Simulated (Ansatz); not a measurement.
Method: PBEsol, no spin polarisation; PAW, plane waves to 420 eV, 7×7×7 Γ-centred mesh, fermi-dirac occupations (width 0.1 eV) (Ansatz 0.2.0), atoms fixed.

Computed maps in the lattice plane spanned by a (left to right, 5.56 Å, 17 points from zero) and b (bottom to top, 5.56 Å, 17 points from zero), 120° apart, at height 0.750 along c. The fields are smooth PAW ones with compensation charges, not the true ones near nuclei.

Valence density. Digits on a logarithmic scale: 0 up to 0.03 e/Å³, each further digit a factor of 1.6, 9 from 1.3 e/Å³ up:
```
65679999754455666
66799999654445666
67999999644455666
68999997544566666
68999975556777665
57999765689997655
56776656999997544
45555568999996444
55655579999985444
67665679999965445
99865679998655568
99965567776656799
99864455666667999
99754445667668999
98544455666669999
86544566666568999
65556787765557887
```

ELF. Ten even steps from '0' (0.17) to '9' (0.70):
```
12216885111000221
02279896000012200
12692394000022000
23873981000012100
13899721100222212
01674112037752222
00110121599972110
01122213952960000
01222117926930000
01012128989411100
76212116764222104
99511001222112169
59400001210012594
88100012100023860
83000022100124988
31110012211213887
22200233222101332
```

Task: The cell is Ni2Ru3. Which atoms lie within 0.2 Å of this plane, and where (fractions of a and b)?

Result: Ru at (0.56, 0.50), Ru at (0.25, 0.81), Ru at (0.94, 0.19). The whole cell:
```
Ni Ru
1.0
     5.55828    0.00000    0.00000
    -2.77914    4.81361    0.00000
     0.00000   -3.20907    5.06475
Ni Ru
4 6
Direct
  0.35530 0.71060 0.06590
  0.14470 0.28940 0.43410
  0.64470 0.28940 0.93410
  0.85530 0.71060 0.56590
  0.55590 0.50000 0.75000
  0.25000 0.80590 0.75000
  0.94410 0.19410 0.75000
  0.44410 0.50000 0.25000
  0.75000 0.19410 0.25000
  0.05590 0.80590 0.25000
```

Origin: a known structure type with other elements, at an estimated volume, so it need not be a known compound. Caveats: no spin polarisation, so a magnetic state may lie lower; atoms or cell far from equilibrium.
